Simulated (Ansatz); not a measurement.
Relaxed HfN (rock salt):

```xyz
2
Lattice="0.0000 2.2740 2.2740 2.2740 0.0000 2.2740 2.2740 2.2740 0.0000" Properties=species:S:1:pos:R:3 pbc="T T T"
N      0.0000     0.0000     0.0000
Hf     2.2740     2.2740     2.2740
```

Scan: atom 1 (N, nearest neighbour Hf at 2.274 Å; its periodic images, 3.2 Å or more away, move with it) is displaced along Cartesian x, direction (1.000, 0.000, 0.000) in Cartesian axes, by s. The other atoms stay.

These are PBE (plane waves to 420 eV, PAW, scalar-relativistic; Ansatz, a program for electronic structure) values and carry that method's errors. k mesh 14×14×14 (Γ-centred), Fermi-Dirac smearing 0.05 eV. E stands for the smeared free energy. Left out: 2 of 11 points, with atoms too close for the PAW data. With partly filled bands, energies and forces of such displacements shift with the k mesh and the smearing. HfN is run without spin polarisation. HfN was relaxed with its symmetry unable to fall. Spin-orbit coupling is left out, though Hf is heavy. The PAW data are Ansatz's earlier set. The zero of ΔE is the undisplaced structure. The last digit holds for this mesh only.

| s (Å) | ΔE (meV/cell) |
|---|---|
| -0.360 | withheld |
| -0.270 | 418.3 |
| -0.180 | 180.1 |
| -0.090 | 44.6 |
| 0.000 | 0.0 |
| 0.090 | 44.6 |
| 0.180 | 180.1 |
| 0.270 | 418.3 |
| 0.360 | withheld |

Q: Fit an even polynomial form (powers 2, 4, 6) to the given rows and predict ΔE at s = 0.360.

A: Least squares on the 7 given rows: ΔE = (5498)·s² + (740.9)·s⁴ + (35020)·s⁶, in meV/cell with s in Å; root-mean-square residual 0.01 meV/cell. At 0.360 the fit gives 801.2 meV/cell; the calculation gives 788.3 meV/cell, so the extrapolation is off by 12.9 (+1.6 %). The quadratic term alone would give 712.5 meV/cell.

(A displaced cell: forces are minus the slopes of the energy, force constants its curvatures, and phonons follow from these.)
